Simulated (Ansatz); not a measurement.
Mg$_{4}$Te$_{3}$S:
```xyz
8
Lattice="4.4276 0.0000 0.0000 0.0000 8.9176 0.0000 0.0000 0.0000 6.2021" Properties=species:S:1:pos:R:3 pbc="T T T"
Mg     0.0000     2.4407     6.0887
Mg     0.0000     6.4769     6.0887
Mg     2.2138     0.0000     3.0088
Mg     2.2138     4.4588     3.3874
Te     2.2138     2.3560     1.5572
Te     2.2138     6.5616     1.5572
Te     0.0000     0.0000     4.6801
S      0.0000     4.4588     4.6425
```

Relaxed with r²SCAN. Special points in fractions of this cell's reciprocal vectors: Γ (0.000, 0.000, 0.000); X (0.500, 0.000, 0.000); S (0.500, 0.500, 0.000); Y (0.000, 0.500, 0.000); Z (0.000, 0.000, 0.500); U (0.500, 0.000, 0.500); R (0.500, 0.500, 0.500); T (0.000, 0.500, 0.500).

List the band energies nearest the valence-band maximum at these points for plane-wave PAW r²SCAN with spin–orbit coupling (Ansatz code).

In eV from the valence-band maximum; about four levels below and three above (degenerate sets whole), none deeper than 8.9 eV; points with the same levels are listed once.

| k | below | above |
|---|---|---|
| Γ | -0.25 -0.25 -0.01 -0.01 | 2.29 2.29 3.20 3.20 |
| X | -1.03 -1.03 -0.53 -0.53 | 2.71 2.71 3.06 3.06 |
| S | -1.23 -1.23 -1.03 -1.03 | 3.63 3.63 3.67 3.67 |
| Y | -0.52 -0.52 0.00 0.00 | 3.09 3.09 3.66 3.66 |
| Z | -0.45 -0.45 -0.35 -0.35 | 3.30 3.30 4.04 4.04 |
| U | -0.79 -0.79 -0.41 -0.41 | 3.37 3.37 3.91 3.91 |
| R | -1.05 -1.05 -0.88 -0.88 | 4.55 4.55 4.62 4.62 |
| T | -0.54 -0.54 -0.37 -0.37 | 3.65 3.65 4.28 4.28 |

Space group Pmm2. The workflow started from a Materials Project entry (that database holds measured and hypothetical structures alike); the Crystallography Open Database copy checked does not list it. Whether it is the stable phase at ambient conditions was not checked. The r²SCAN relaxation kept the symmetry of its start; its stability against distortions is not shown here.

Potentials: the later of the program's two PAW sets.
